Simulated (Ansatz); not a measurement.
# Calculated with Ansatz: TiPt3, settings compared

Launch command:

```bash
ansatz run input.yaml --threads 1 --pin off --max-ram 2560MiB --backend cpu --events-out ev --progress --plain --runs-dir out
```

input.yaml:

```yaml
crystal:
  lattice:
    - [3.909778, 0.0, 0.0]
    - [0.0, 3.909778, 0.0]
    - [0.0, 0.0, 3.909778]
  atoms:
    - { symbol: Ti, position: [0.0, 0.0, 0.0] }
    - { symbol: Pt, position: [0.0, 0.5, 0.5] }
    - { symbol: Pt, position: [0.5, 0.0, 0.5] }
    - { symbol: Pt, position: [0.5, 0.5, 0.0] }
  symmetry: { tolerance: 0.0003 }
kpoints:
  mp_grid: { grid: [5, 5, 5], shift: [0, 0, 0] }
magnetization:
  spin_polarized: false
scf:
  occupations: { method: fermi_dirac }
hamiltonian:
  pseudopotentials: { kind: paw }
  xc: pbe
basis:
  ecutwfc: 420
output:
  forces: true
  stress: true
  eigenvalues: true
relax:
  max_steps: 40
  cell: {}
```

Origin of the cell: a database entry, scaled a little.

The smearing width isn't typed, so it takes its default of 0.1 eV.

Output of this run (shortened):

```
Pseudopotentials: kind: paw
Pseudopotential: Ti, paw, valence charge 12, recommended cutoff 420 eV (normal), Ti.paw.azcp
Pseudopotential: Pt, paw, valence charge 18, recommended cutoff 420 eV (normal), Pt.paw.azcp
Functional definition: PBE
  exchange = pbe_x(kappa = kappa, mu = beta*pi^2/3)
  correlation = pbe_c(beta = beta)
Crystal: 4 atoms, lattice volume = 59.766 Å³
Basis set: ecut = 420 eV, 1189 PW (Γ), exchange–correlation on 54×54×54 points (8 copies of the dense FFT grid, shifted against one another)
Bands: 40, of which v1, the nominal top of the filled ones, is band 33 counted from 1 (32 counted from 0)
Symmetry: 48 space group operations
Space group: Pm-3m (ITA 221), of the structure as read, at distance tolerance 1.2e-3 Å
k-points: 10 of 125
[… 4 lines left out …]
Initial density: superposition of atomic densities (neutral atoms: chi_scale 0, normalization atom), corrected by the library's trained network
Functional: x = pbe(κ = 0.804, μ = 0.219515), c = pbe(β = 0.066725)
SCF iter   1: F=—  HF=-40072.129486 eV  Δρ=1.19e-2  dr2=1.23e-1
SCF iter   2: F=—  HF=-40072.125612 eV  Δρ=6.25e-3  dr2=3.69e-2
SCF iter   3: F=—  HF=-40072.123197 eV  Δρ=6.08e-4  dr2=1.84e-4
SCF iter   4: F=—  HF=-40072.123217 eV  Δρ=1.25e-4  dr2=1.27e-5
SCF iter   5: F=—  HF=-40072.123225 eV  Δρ=2.35e-5  dr2=2.27e-7
SCF iter   6: F=-40072.123225 eV  HF=-40072.123225 eV  Δρ=6.78e-6  dr2=4.55e-8
relax step   1: F+E_penalty+E_count = -40072.123225 eV  Δ(F+E_penalty+E_count) = +0.000e0 eV  max|allowed force component| = 0.0 eV/Å  Δτ_max = 0.0000 Å  P = +7.339 GPa  Ω = 59.766 Å³  (6 SCF […]
relax step   2: F+E_penalty+E_count = -40072.073375 eV  Δ(F+E_penalty+E_count) = +4.985e-2 eV  max|allowed force component| = 0.0 eV/Å  Δτ_max = 0.0000 Å  P = -9.434 GPa  Ω = 64.354 Å³  energ […]
relax step   3: F+E_penalty+E_count = -40072.161249 eV  Δ(F+E_penalty+E_count) = -3.802e-2 eV  max|allowed force component| = 0.0 eV/Å  Δτ_max = 0.0000 Å  P = -0.624 GPa  Ω = 61.691 Å³  energ […]
relax step   4: F+E_penalty+E_count = -40072.161637 eV  Δ(F+E_penalty+E_count) = -3.880e-4 eV  max|allowed force component| = 0.0 eV/Å  Δτ_max = 0.0000 Å  P = -0.007 GPa  Ω = 61.528 Å³  energ […]
relax step   5: F+E_penalty+E_count = -40072.162264 eV  Δ(F+E_penalty+E_count) = -6.270e-4 eV  max|allowed force component| = 0.0 eV/Å  Δτ_max = 0.0000 Å  P = -0.016 GPa  Ω = 61.528 Å³  stress off target by 1.57e-2 GPa […]
SCF 5 converged in 8 iterations: F = -40072.162264 eV  dr2 = 1.46e-15
basis re-selected at this cell: Δ(F+E_penalty+E_count) = -6.270e-4 eV, ΔP = -0.008 GPa vs the last step (what re-selecting the basis moved, of the pressure what is left beyond the Pulay corre […]
SCF converged after 8 iterations
Free energy (F): -40072.162264 eV
Harris-Foulkes:  -40072.162264 eV  (|F-HF|=2.18e-11)
Internal energy: -40072.091426 eV  (E = F + TS)
E sigma→0 (E₀):  -40072.126845 eV
Entropy (-TS):   -0.070838 eV (-17.710 meV/atom)
Fermi energy:    21.481156 eV
--- Per-component energies (eV) ---
  E_band       = -588.912175
  E_kinetic    = 2185.256225
  E_local      = -5391.182145  (includes V_loc(G=0)·N_el)
  E_nonlocal   = 602.479902
  E_hartree    = 2041.372521
  E_xc         = -885.407274
  E_vxc        = -1033.936586  (∫ρ·V_xc dr)
  E_paw        = -29407.774949  (= ΣΔE_a)
  E_vpaw       = -1034.275346  (= ΣTr[D̂ρ^β])
  E_aug_tail   = 0.000731  (compensation charges beyond the density's cutoff)
  E_ewald      = -9216.836438
  E_smearing   = -0.070838  (= −TS)
  Σ components = -40072.162264   (vs F -40072.162264, Δ=0.00e0)
--- Forces (eV/Å), atoms counted from 1 ---
  atom   1  Ti    -0.000000     0.000000    -0.000000
  atom   2  Pt     0.000000     0.000000     0.000000
  atom   3  Pt     0.000000     0.000000     0.000000
  atom   4  Pt    -0.000000    -0.000000    -0.000000
  max |Σ_I F_I| component: 0.0 eV/Å
--- Stress (GPa, compression-positive) ---
       -0.015674       0.000000      -0.000000
        0.000000      -0.015674      -0.000000
       -0.000000      -0.000000      -0.015674
  P = ⅓ Tr σ = -0.0157 GPa (-0.157 kbar)
--- Relaxed structure (4 steps of the walk, 3 accepted, 1 SCFs on fresh bases) ---
  F+E_penalty+E_count = -40072.162264 eV   max|allowed force component| = 0.0 eV/Å   (the final SCF, on the basis selected at the relaxed cell)
  cell:  # Å, volume = 61.5279 Å³
    - [3.947821, 0.0, 0.0]
    - [0.0, 3.947821, 0.0]
    - [0.0, 0.0, 3.947821]
  atoms:
    - { symbol: Ti, position: [0.0, 0.0, 0.0] }
    - { symbol: Pt, position: [0.0, 0.5, 0.5] }
    - { symbol: Pt, position: [0.5, 0.0, 0.5] }
    - { symbol: Pt, position: [0.5, 0.5, 0.0] }
```

The same input was run again with these changes:

1. `hamiltonian.dispersion` default → d4; `basis.xc_grid` default → 1; `scf.eigensolver.kind` default → davidson
2. `crystal.symmetry` { tolerance: 0.0003 } → { detect: false }
3. `kpoints.mp_grid.grid` [5, 5, 5] → [6, 6, 6]; `scf.mixing.preconditioner` default → kerker_dos; `basis.xc_grid` default → 1
4. `crystal.symmetry` { tolerance: 0.0003 } → { detect: false }

| run | end | SCF iterations | volume (Å³/atom) | max force component (eV/Å) | moment (μB) | ΔE(σ→0) (meV/atom) |
| --- | --- | --- | --- | --- | --- | --- |
| base | converged | 36 | 15.38 | 0.000 | – | 0 |
| 1 | converged | 29 | 15.00 | 0.000 | – | – |
| 2 | converged | 36 | 15.38 | 0.000 | – | 0.00 |
| 3 | converged | 39 | 15.38 | 0.000 | – | -0.90 |
| 4 | converged | 36 | 15.38 | 0.000 | – | 0.00 |

Energies are compared only where functional, datasets, charge and starting cell are the same.

Caveats of the base run: no moments, though an odd count or open d shells may carry them; no spin-orbit coupling, though heavy elements are present; the k mesh is coarse if the cell is a metal; the relaxation held the start's symmetry, so the end may be a saddle point.

Run 2: the displaced walk ended near the symmetry of the start; the program displaced the start to leave a saddle point.
Run 4: the displaced walk ended near the symmetry of the start; the program displaced the start to leave a saddle point.

The base run took 7.3 s on 1 thread of Arm Neoverse V2 (shared host), peak memory 0.32 GiB, from the program's own first density.
